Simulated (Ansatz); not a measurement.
## Data sheet: Al2Cu (DFT)

Al2Cu:
```xyz
3
Lattice="-2.0247 2.0247 2.8630 2.0247 -2.0247 2.8630 2.0247 2.0247 -2.8630" Properties=species:S:1:pos:R:3 pbc="T T T"
Al     0.0000     2.0247     1.4315
Al     2.0247     0.0000     1.4315
Cu     0.0000     0.0000     2.8630
```

Space group Fm-3m (No. 225), fluorite or antifluorite type; conventional cell a = b = c = 5.727 Å, α = β = γ = 90.00°.

Method: PBEsol (plane waves, PAW; program Ansatz). Structure relaxed to zero pressure with the same functional. Other levels are named where they apply.

Cell and energy:

Volume per atom: 15.65 Å³
Density: 4.16 g/cm³
Formation energy from the elements (no fitted shifts): -17 kJ/mol of atoms

Electronic structure:

* **Electronic character**: metallic (no gap)
* **Density of states at the Fermi level**: 0.28 states/eV per atom (mean over ±0.08 eV)

Mechanics:

* **Bulk modulus (Birch–Murnaghan fit)**: 104 GPa
* **Pressure derivative B′**: 4.4
* **Mechanical stability**: stable (all eigenvalues of C positive)
* **Hill bulk and shear moduli**: 105 and 60.0 GPa
* **Young's modulus**: 151 GPa
* **Poisson's ratio**: 0.26
* **Debye temperature from the elastic constants**: 503 K

Phonons:

- Highest zone-centre frequency: 287 cm⁻¹
- Zone-centre stability: no imaginary mode at Γ

The first step of the workflow began from a Materials Project structure, measured or hypothetical; the Crystallography Open Database copy checked does not list it. It is not the phase usual at ambient conditions (space group No. 140). The PBEsol relaxation kept the symmetry of its start. The run is not spin-polarised. As this level gives no gap, shear constants depend on the k-mesh and smearing (Fermi–Dirac, 0.1 eV here). As this level gives no gap, phonon frequencies hold no LO–TO term and depend on the k-mesh and smearing (Fermi–Dirac, 0.1 eV here). Point labels and valley counts follow the cell and symmetry of the run, lower than the named group. The references are the lowest solids computed at this level, not always the standard phases.

Potentials: the later of the program's two PAW sets.
